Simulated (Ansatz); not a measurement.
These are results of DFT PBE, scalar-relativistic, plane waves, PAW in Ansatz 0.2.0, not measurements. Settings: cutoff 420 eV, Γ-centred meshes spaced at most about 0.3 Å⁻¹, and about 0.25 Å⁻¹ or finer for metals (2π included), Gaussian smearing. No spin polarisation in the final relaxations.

Temperature and zero-point effects are left out.

Compare these two cells of SnTe3, each relaxed at this level.

A.

```xyz
4
Lattice="6.3883 0.0000 0.0000 -3.1941 5.5324 0.0000 0.0000 0.0000 5.4646" Properties=species:S:1:pos:R:3 pbc="T T T"
Sn    0.0000    0.0000    0.0000
Te    3.1941    0.0000    0.0000
Te   -1.5971    2.7662    0.0000
Te    1.5971    2.7662    0.0000
```

B.

```xyz
4
Lattice="-2.1842 3.0897 5.0371 2.1842 -3.0897 5.0371 2.1842 3.0897 -5.0371" Properties=species:S:1:pos:R:3 pbc="T T T"
Sn    0.0000    3.0897    0.0000
Te    0.0000    0.0000    0.0000
Te    0.0000    0.0000    2.9369
Te    0.0000    0.0000    7.1374
```

**Question.** Which form is favoured at zero pressure, and by what margin per atom?

**Answer.** B is lower, by 269 meV/atom. A has space group P6/mmm (No. 191), 48.3 Å³/atom and no gap on its mesh; B has space group Immm (No. 71), 34.0 Å³/atom and no gap. Counting Te atoms around Sn (those within 1.25 times the shortest such distance or 1.15 times the sum of covalent radii, 1.27 where that leaves under three), A and B both have Sn 6. B holds Te–Te units of three or more atoms (shortest 2.94 Å); in A the shortest Te–Te distance is 3.19 Å, near bonding range too. Even the lower one lies +0.06 eV/atom against the reference forms of the elements (uncorrected), so neither is stable at this level. Both come from invented guesses.

Weakly bound directions are ill-defined at this level, which has no dispersion term (P6/mmm), and this can change margins and order among such cells. These runs have no spin–orbit coupling, which can matter for Te. Cells relaxed within their symmetry can be saddle points.
